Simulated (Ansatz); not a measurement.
GaBi:
```yaml
crystal:
  lattice:
    - [0.00000, 2.99911, 2.99911]
    - [2.99911, 0.00000, 2.99911]
    - [2.99911, 2.99911, 0.00000]
  atoms:
    - { symbol: Bi, position: [0.00000, 0.00000, 0.00000] }
    - { symbol: Ga, position: [0.50000, 0.50000, 0.50000] }
```

Relaxed with PBE. Special points in fractions of this cell's reciprocal vectors: Γ (0.000, 0.000, 0.000); X (0.500, 0.000, 0.500); U (0.625, 0.250, 0.625); K (0.375, 0.375, 0.750); L (0.500, 0.500, 0.500); W (0.500, 0.250, 0.750).

Task: List the band energies nearest the Fermi level at these points for PBE with spin–orbit coupling in the plane-wave PAW code Ansatz.

Result: In eV from the Fermi level; about four levels below and three above (degenerate sets whole), none deeper than 8.9 eV; points with the same levels are listed once.

```tsv
k	below	above
Γ	-2.00 -2.00 -1.24 -1.24	0.72 0.72 0.72 0.72
X	-2.60 -2.60 -1.76 -1.76	3.33 3.33 7.21 7.21
U	-1.70 -1.70 -0.75 -0.75	5.27 5.27 5.58 5.58
L	-7.14 -7.14 -0.52 -0.52	1.26 1.26 1.93 1.93
W	-4.12 -4.12 -3.40 -3.40	1.84 1.84 2.79 2.79
```

Space group Fm-3m (rock salt). A made-up cell: these elements were put on the sites of a structure type; neither database checked (COD, Materials Project) lists it. Its standing as an ambient phase is unchecked. The cell was relaxed with PBE under the symmetry of its start; of distortions, only those at the zone centre were tested.

Potentials: the later of the program's two PAW sets.
